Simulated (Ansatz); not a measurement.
The numbers come from plane-wave PAW DFT (Ansatz): r2SCAN, spin-orbit coupling, 500 eV, 6×6×6 Γ-centred k points, gaussian occupations (width 0.0156 eV). Nothing was relaxed.

Computed maps in the lattice plane spanned by b (left to right, 5.65 Å, 17 points from zero) and c (bottom to top, 5.65 Å, 17 points from zero), 90° apart, at height 0.500 along a. The fields are smooth PAW ones with compensation charges, not the true ones near nuclei.

Valence density. Digits on a logarithmic scale: 0 up to 0.03 e/Å³, each further digit a factor of 1.6, 9 from 1.3 e/Å³ up:
```
00002579999752000
00002468998642000
00001346776431000
32211234554321122
55432235555322345
87643357887533467
99864579999754689
49975589999855799
49975589999855799
99864579999754689
87643357887533467
55432235555322345
32211234554321122
00001346776431000
00002468998642000
00002579999752000
00003589449853000
```

ELF less spin currents. Ten even steps from '0' (0.00) to '9' (0.88):
```
00015899779985100
00002799999972000
11000368888630001
65200013333100025
98730022222200378
99961234334321699
99983243113423899
37983231001323897
37983231001323897
99983243113423899
99961234334321699
98730022222200378
65200013333100025
11000368888630001
00002799999972000
00015899779985100
00016999339996100
```

The cell is MnSnCl$_{3}$. Which atoms lie within 0.2 Å of this plane, and where (fractions of b and c)?

Sn at (0.50, 0.50), Cl at (0.00, 0.50), Cl at (0.50, 0.00). The whole cell:
```
Sn Cl Mn
1.0
     5.64938    0.00000    0.00000
     0.00000    5.64938    0.00000
     0.00000    0.00000    5.64938
Sn Cl Mn
1 3 1
Direct
  0.50000 0.50000 0.50000
  0.00000 0.50000 0.50000
  0.50000 0.00000 0.50000
  0.50000 0.50000 0.00000
  0.00000 0.00000 0.00000
```

The state carries no moments; the state need not be the lowest.

Origin: a known structure type with other elements, at an estimated volume, so it need not be a known compound. Caveats: started without moments under time reversal, so no moment could form.
